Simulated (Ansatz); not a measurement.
## Li2H: forces and stress of a distorted cell

System: generated Li2H built from the CdI2 structure and then distorted, expanded.

Level of theory: PBE (all-electron LAPW, scalar relativity, no spin–orbit coupling, point nucleus; Ansatz). k-points 3×3×2 (shift 0.0, 0.0, 0.5 mesh steps), Fermi–Dirac smearing of 0.15 eV. The mesh is coarse, so the numbers hold for this sampling and aren't converged over the zone. In metals such a mesh can move stress, forces and moments by their own size. The run is spin-unpolarised. The cell's electron count is odd, so a run with spin could end lower.

```
CELL_PARAMETERS angstrom
3.07991 0.08668 0.00277
-1.46488 2.73016 0.08980
0.00451 0.17194 5.20145
ATOMIC_POSITIONS crystal
H 0.67278 0.27556 0.68054
Li 0.98332 0.91807 0.91380
Li 0.30276 0.55656 0.42636
```

```csv
atom,Fx (eV/Å),Fy (eV/Å),Fz (eV/Å)
H1,-0.020,0.005,-0.008
Li2,-0.030,-0.005,-0.251
Li3,0.051,0.000,0.259
```

Stress tensor (GPa, compression positive):
```
-4.85 -0.38 -0.18
-0.38 -3.85  0.24
-0.18  0.24 -1.57
```

```yaml
All-electron_free_energy_E_−_TS_its_zero_hangs_on_the_relativistic_scheme_and_nucleus: -425.664 eV
Pressure: -3.43 GPa
Largest_force: 0.264 eV/Å
```

(1) Now r2SCAN by all-electron PAW datasets generated for the cell without frozen cores, scalar-relativistic, point nucleus at the same geometry. How do the results move?

(2) Repeat with LDA (PW92) by all-electron full-potential LAPW, scalar-relativistic, point nucleus.

Answers

(1) Beside PBE, the pressure goes up by 0.21 GPa to -3.22 GPa, and the forces move by 0.023 eV/Å (r.m.s. over the atoms).

Forces in eV/Å:
```
H1   -0.022  0.003 -0.013
Li2  -0.032 -0.005 -0.276
Li3   0.054  0.002  0.289
```

(2) Against PBE, the pressure drops by 1.10 GPa to -4.53 GPa, and the forces move by 0.030 eV/Å (r.m.s. over the atoms).

| atom | Fx (eV/Å) | Fy (eV/Å) | Fz (eV/Å) |
| --- | --- | --- | --- |
| H1 | -0.021 | 0.004 | -0.006 |
| Li2 | -0.030 | -0.005 | -0.288 |
| Li3 | 0.051 | 0.001 | 0.294 |
